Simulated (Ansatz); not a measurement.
CdAu in space group Pmma (No. 51; Cd on 2e, Au on 2f), PBE in the plane-wave PAW code Ansatz, all energies at zero smearing, with the estimated change up to a 700 eV cutoff added, with one set of potentials and settings (totals compare only within such a set). Cell of 4 atoms (2 Cd, 2 Au): -42808.304 eV.

```json
[
 {"element": "Cd", "reference phase": "P6_3/mmc, 2 atoms in the cell", "E (eV/atom)": "-8254.4547"},
 {"element": "Au", "reference phase": "Fm-3m, 1 atoms in the cell", "E (eV/atom)": "-13149.3277"}
]
```

Formation energy per atom, worked out: (-42808.304 − 2×(-8254.4547) − 2×(-13149.3277))/4 = -0.185 eV/atom (-18 kJ per mol of atoms), at 0 K, without zero-point energy or fitted corrections.

The workflow started from an entry of the Crystallography Open Database (COD), which files this formula under 4 space groups. Whether it is the stable phase at ambient conditions was not checked. The cell was relaxed with PBE under the symmetry of its start; whether a distortion lowers the energy is not shown. The references are the lowest solids computed at this level, not always the standard phases. Spin–orbit coupling is left out wherever it is not named.

Potentials: the later of the program's two PAW sets.
